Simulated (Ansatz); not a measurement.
An Ansatz (an electronic-structure program) run. Input:

Ansatz 0.2 input:
```yaml
crystal:
  lattice:
    - [-4.0503332598, 4.0503332598, 4.0503332598]
    - [4.0503332598, -4.0503332598, 4.0503332598]
    - [4.0503332598, 4.0503332598, -4.0503332598]
  atoms:
    - { symbol: Sn, position: [0.5, 0.75, 0.25] }
    - { symbol: Sn, position: [0.25, 0.5, 0.75] }
    - { symbol: Sn, position: [0.75, 0.5, 0.25] }
    - { symbol: Sn, position: [0.5, 0.25, 0.75] }
    - { symbol: Sn, position: [0.25, 0.75, 0.5] }
    - { symbol: Sn, position: [0.75, 0.25, 0.5] }
kpoints:
  mp_grid: { grid: [3, 3, 3] }
hamiltonian:
  xc: hse06
  pseudopotentials: { kind: paw }
scf:
  n_extra_bands: 6
  occupations: { method: gaussian, width: 0.02 }
output:
  eigenvalues: true
  eigenstates:
    e_range: [-9.0, 8.0]
    kpoints:
      - [0.0, 0.0, 0.0]  # GAMMA
      - [0.5, -0.5, 0.5]  # H
      - [0.25, 0.25, 0.25]  # P
      - [0.0, 0.0, 0.5]  # N
```

Output (shortened):

```
Pseudopotentials: kind: paw
Pseudopotential: Sn, paw, valence charge 14
Functional definition: HSE06
Crystal: 6 atoms, lattice volume = 265.786 Å³
Basis set: ecut = 420 eV, 5233 PW (Γ)
Bands: 48, of which v1, the nominal top of the filled ones, is band 42 counted from 1 (41 counted from 0)
Symmetry: 48 space group operations
Space group: Im-3m (ITA 229), of the structure as read, at distance tolerance 6.4e-5 Å
k-points: 4 of 27
PAW frozen core: Sn, regenerated for the run's functional, and the local potential with it
Initial wavefunctions: pseudopotential atomic-orbital guess
Eigensolver: davidson
Functional: x = pbe(κ = 0.804, μ = 0.2195149727645171), c = pbe(β = 0.06672455060314922), warm-up for x = pbe(κ = 0.804, μ = 0.2195149727645171) + 0.25 (exact …
SCF iter   1: F=—  HF=-36144.364605 eV  |F-HF|=—  |Δ(HF+E_count)|=         —  Δρ=1.33e-3  dr2=5.57e-3  ethr=1.77e-3  ⟨swp⟩=9.8  Hψ=885  notcnv=0
preconditioner: auto → none
SCF iter   2: F=—  HF=-36144.370164 eV  |F-HF|=—  |Δ(HF+E_count)|=   5.56e-3  Δρ=7.68e-4  dr2=1.89e-3  ethr=6.63e-6  ⟨swp⟩=7.0  Hψ=691  notcnv=0
SCF iter   3: F=—  HF=-36144.370578 eV  |F-HF|=—  |Δ(HF+E_count)|=   4.14e-4  Δρ=2.84e-4  dr2=2.75e-4  ethr=2.25e-6  ⟨swp⟩=3.0  Hψ=432  notcnv=0
SCF iter   4: F=—  HF=-36144.370503 eV  |F-HF|=—  |Δ(HF+E_count)|=   7.55e-5  Δρ=1.10e-4  dr2=5.17e-5  ethr=3.28e-7  ⟨swp⟩=3.2  Hψ=441  notcnv=0
SCF iter   5: F=—  HF=-36144.370493 eV  |F-HF|=—  |Δ(HF+E_count)|=   9.17e-6  Δρ=5.85e-5  dr2=1.90e-5  ethr=6.16e-8  ⟨swp⟩=4.0  Hψ=456  notcnv=0
SCF iter   6: F=-36144.370487 eV  HF=-36144.370489 eV  |F-HF|=1.31e-6  |Δ(HF+E_count)|=   4.78e-6  Δρ=2.21e-5  dr2=2.37e-6  ethr=2.26e-8  ⟨swp⟩=3.0  Hψ=387  notcnv=0
SCF 1 stopped early in 6 iterations: F = -36144.370487 eV  dr2 = 2.37e-6
Crystal: 6 atoms, lattice volume = 265.786 Å³
Initial density: handed on by an earlier stage of this run
Initial wavefunctions: those handed on with the density
Functional: x = pbe(κ = 0.804, μ = 0.2195149727645171) + 0.25 (exact − pbe) at short range (hse, ω = 0.20786987370883472 Å⁻¹), c = pbe(β = 0.06672455060314922); HSE06 as pw.x's `hse` composes it (authors' and Libxc's form: `xc: wpbeh`)
Exchange kernel: α = 0.2500, screened, ω = 0.2079 Å⁻¹, Wigner–Seitz truncation, v(0) = 1045.6878 eV·Å³, q-mesh 3×3×3, nearest image of the exchange supercell L …
Frozen-core exchange: fock
SCF iter   1: F=—  HF=-36169.174760 eV  |F-HF|=—  |Δ(HF+E_count)|=         —  Δρ=4.79e-3  dr2=2.87e-2  ethr=2.82e-8  ⟨swp⟩=11.2  Hψ=1246  notcnv=0
preconditioner: auto → none
SCF iter   2: F=—  HF=-36169.168012 eV  |F-HF|=—  |Δ(HF+E_count)|=   6.75e-3  Δρ=1.75e-3  dr2=6.14e-3  ethr=2.82e-8  ⟨swp⟩=5.0  Hψ=782  notcnv=0
SCF iter   3: F=—  HF=-36169.189612 eV  |F-HF|=—  |Δ(HF+E_count)|=   2.16e-2  Δρ=9.98e-4  dr2=1.29e-3  ethr=2.82e-8  ⟨swp⟩=6.0  Hψ=846  notcnv=0
SCF iter   4: F=—  HF=-36169.189414 eV  |F-HF|=—  |Δ(HF+E_count)|=   1.99e-4  Δρ=1.37e-4  dr2=9.71e-5  ethr=2.82e-8  ⟨swp⟩=4.0  Hψ=642  notcnv=0
SCF iter   5: F=-36169.189942 eV  HF=-36169.189944 eV  |F-HF|=2.58e-6  |Δ(HF+E_count)|=   5.31e-4  Δρ=8.58e-5  dr2=1.39e-5  ethr=2.82e-8  ⟨swp⟩=5.8  Hψ=499  notcnv=0
SCF 2 stopped early in 5 iterations: F = -36169.189942 eV  dr2 = 1.39e-5
hybrid outer 1: dexx = +2.568e-2 eV, tail = 1.83e-4 eV
Crystal: 6 atoms, lattice volume = 265.786 Å³
Exchange kernel: α = 0.2500, screened, ω = 0.2079 Å⁻¹, Wigner–Seitz truncation, v(0) = 1045.6878 eV·Å³, q-mesh 3×3×3, nearest image of the exchange supercell L …
Frozen-core exchange: fock
SCF iter   1: F=—  HF=-36169.189357 eV  |F-HF|=—  |Δ(HF+E_count)|=         —  Δρ=1.81e-5  dr2=1.54e-6  ethr=1.09e-6  ⟨swp⟩=3.8  Hψ=421  notcnv=0
preconditioner: auto → none
SCF iter   2: F=—  HF=-36169.189364 eV  |F-HF|=—  |Δ(HF+E_count)|=   7.20e-6  Δρ=1.77e-5  dr2=1.31e-6  ethr=1.65e-9  ⟨swp⟩=5.5  Hψ=671  notcnv=0
SCF iter   3: F=—  HF=-36169.189364 eV  |F-HF|=—  |Δ(HF+E_count)|=   3.86e-7  Δρ=7.78e-6  dr2=2.32e-7  ethr=1.51e-9  ⟨swp⟩=3.0  Hψ=374  notcnv=0
iter 4 solved again at ethr=3.24e-12 eV; its pass at ethr=2.26e-10 eV (dr2=2.72e-9 eV) is discarded
SCF iter   4: F=-36169.189364 eV  HF=-36169.189364 eV  |F-HF|=1.70e-9  |Δ(HF+E_count)|=   3.19e-8  Δρ=1.24e-6  dr2=4.70e-8  ethr=3.24e-12  ⟨swp⟩=4.5  Hψ=1124  notcnv=0  defer=1
SCF 3 converged in 4 iterations: F = -36169.189364 eV  dr2 = 4.70e-8
hybrid outer 2: dexx = +1.546e-6 eV, tail = 1.42e-7 eV, Δε = 1.15e-3 eV (about 6.04e-5 eV left of the loop's levels)
NSCF: frozen V_eff on 4 k-points
hybrid SCF converged: 2 outer / 9 inner (+6 warm-up), last move |dexx| = 1.55e-6 eV, tail = 1.42e-7 eV
Stability not checked (fock_operator)
Free energy (F): -36169.189364 eV
Frozen-core exchange: fock
Harris-Foulkes:  -36169.189364 eV  (|F-HF|=1.70e-9)
Internal energy: -36169.189364 eV  (E = F + TS)
E sigma→0 (E₀):  -36169.189364 eV
Fermi energy:    4.969081 eV
--- Per-component energies (eV) ---
  E_band       = -1119.718780
  E_kinetic    = 1117.833650
  E_local      = -9273.095735  (includes V_loc(G=0)·N_el)
  E_nonlocal   = -197.688624
  E_hartree    = 5060.074633
  E_xc         = -1798.038175
  E_vxc        = -455.581711  (∫ρ·V_xc dr)
  E_exx        = -217.596194  (= α·E_x^exact, valence–valence)
  E_paw        = -25131.564019  (= ΣΔE_a)
  E_vpaw       = -1996.145455  (= ΣTr[D̂ρ^β])
  E_aug_tail   = -0.000003  (compensation charges beyond the density's cutoff)
  E_ewald      = -5730.668134
  E_core_change = 1.553238  (= ΣΔE_core)
  E_smearing   =  0.000000  (= −TS)
  E_closure    =  0.000000  (closes the sum)
  Σ components = -36169.189364   (vs F -36169.189364, Δ=0.00e0)
  [band-id]    e_kinetic+e_local+e_nonlocal+2·e_hartree+e_vxc+2·e_exx+e_vpaw+e_augmentation_tail = -1119.721001   (vs E_band -1119.718780, Δ=-2.22e-3)
--- Band table (eV) ---
  k-point 0: bands = ["-18.9102", "-18.9102", "-18.9102", "-18.8757", "-18.8525", "-18.8525", "-18.8525", "-18.7517", "-18.7517", "-18.7147", "-18.7147", "-18.7147", "-18.6999", "-18.6999", "-18.6221", "-18.6221", "-18.6221", "-18.5492", "-18.5492", "-18.5365", "-18.5365", "-18.5365", "-18.5341", "-18.5341", "-18.5341", "-18.5124", "-18.4660", "-18.4313", "-18.4313", "-18.4313", "-6.3531", "-2.7038", "-2.7038", "-2.7038", "-2.1903", "-2.1903", "2.6500", "2.6500", "2.6500", "3.1428", "3.1428", "3.1428", "6.5527", "6.5527", "7.4437", "7.4437", "7.4437", "8.1869"]
  k-point 1: bands = ["-18.9272", "-18.9184", "-18.8843", "-18.8603", "-18.8393", "-18.8292", "-18.8133", "-18.7885", "-18.7635", "-18.7537", "-18.7140", "-18.7092", "-18.7022", "-18.7012", "-18.6448", "-18.6363", "-18.6057", "-18.5939", "-18.5810", "-18.5579", "-18.5517", "-18.5482", "-18.5261", "-18.5091", "-18.4955", "-18.4782", "-18.4666", "-18.4484", "-18.4122", "-18.3994", "-5.9203", "-4.4377", "-3.3133", "-2.8095", "-1.1046", "-0.3447", "2.0372", "2.0828", "2.3795", "3.3074", "3.4072", "3.9792", "5.9806", "6.2858", "7.8940", "7.9538", "8.0603", "8.3559"]
  k-point 2: bands = ["-18.9453", "-18.8859", "-18.8859", "-18.8465", "-18.8375", "-18.8375", "-18.7844", "-18.7756", "-18.7756", "-18.7450", "-18.7422", "-18.7422", "-18.7177", "-18.6849", "-18.6849", "-18.6120", "-18.5965", "-18.5863", "-18.5863", "-18.5657", "-18.5657", "-18.5385", "-18.5385", "-18.5211", "-18.4778", "-18.4778", "-18.4474", "-18.4385", "-18.4385", "-18.3773", "-5.2174", "-5.2174", "-4.1100", "-1.6638", "-1.6638", "0.7385", "1.3477", "1.8353", "3.0176", "3.0176", "3.6160", "3.6160", "6.7647", "6.8773", "6.8773", "7.4397", "7.9014", "7.9014"]
  k-point 3: bands = ["-18.9044", "-18.9044", "-18.8984", "-18.8547", "-18.8102", "-18.8047", "-18.8047", "-18.7975", "-18.7699", "-18.7699", "-18.7516", "-18.7493", "-18.7314", "-18.6744", "-18.6511", "-18.6511", "-18.6031", "-18.5827", "-18.5796", "-18.5715", "-18.5715", "-18.5569", "-18.5328", "-18.4875", "-18.4875", "-18.4824", "-18.4404", "-18.4122", "-18.4112", "-18.4112", "-5.5579", "-4.8293", "-2.9333", "-2.9333", "-2.6538", "0.8020", "2.0528", "2.7885", "2.7885", "3.0906", "4.5560", "4.5560", "5.3818", "6.2419", "6.5022", "6.5022", "8.8080", "8.8080"]
  band table: 48 of 48 bands, residual norms ≤ 1.0e-3 eV
```

Cost: about 4 core-minutes (a rough figure) on shared cores.

The start of the workflow was typed in or built on a structure type; the Crystallography Open Database copy checked does not list it. It is not the phase usual at ambient conditions (space group No. 141). Symmetry was held in the r²SCAN relaxation; its stability against distortions is not shown here. The volume moved by 33 % from the start of the relaxation. Spin–orbit coupling is left out wherever it is not named.

Potentials: the later of the program's two PAW sets.

Ansatz is a plane-wave DFT program.
